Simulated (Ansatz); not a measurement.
YNbN$_{3}$:
```
YNbN3
1.0
    4.03259     0.00000     0.00000
    0.00000     4.03259     0.00000
    0.00000     0.00000     4.03259
Y Nb N
1 1 3
Direct
  0.00000   0.00000   0.00000
  0.50000   0.50000   0.50000
  0.50000   0.50000   0.00000
  0.50000   0.00000   0.50000
  0.00000   0.50000   0.50000
```

Relaxed with r²SCAN.

### Question
Give the Bader charges and basin volumes of the independent atoms, r²SCAN in the plane-wave PAW code Ansatz.

### Answer


```json
[
 {"atom": "Y1", "Bader charge (e)": "+2.16", "Bader volume (Å³)": "14.6"},
 {"atom": "Nb2", "Bader charge (e)": "+2.57", "Bader volume (Å³)": "8.7"},
 {"atom": "N3", "Bader charge (e)": "-1.58", "Bader volume (Å³)": "14.1"}
]
```

Space group Pm-3m (cubic perovskite). The start of the workflow was typed in or built on a structure type; neither database checked (COD, Materials Project) lists it. Whether it is the stable phase at ambient conditions was not checked. Symmetry was held in the r²SCAN relaxation; whether a distortion lowers the energy is not shown. The workflow began spin-polarised and lost its moments. Other orbital occupations within this spin state were not tried.

Potentials: the later of the program's two PAW sets.
